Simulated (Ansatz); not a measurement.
Ge in space group P6/mmm (No. 191; Ge on 1b) under volume change, LDA in the plane-wave PAW code Ansatz, shape and atoms relaxed at each volume.

```csv
V (Å³/atom),E − E(relaxed) (meV/atom),P (GPa)
16.338,45.3,9.83
16.877,18.8,5.99
17.415,4.4,2.70
17.954,0.0,0.00
18.493,3.8,-2.18
19.031,14.3,-4.00
19.570,30.6,-5.66
```

**Question.** What does a third-order Birch–Murnaghan fit give for V₀, B₀ and B′?

**Answer.** V₀ = 17.96 Å³/atom, B₀ = 81.5 GPa, B′ = 5.1.

The workflow started from a Materials Project entry (that database holds measured and hypothetical structures alike); the Crystallography Open Database copy checked does not list it. It is not the phase usual at ambient conditions (space group No. 227). Symmetry was held in the LDA relaxation; its stability against distortions is not shown here.

Potentials: the later of the program's two PAW sets.
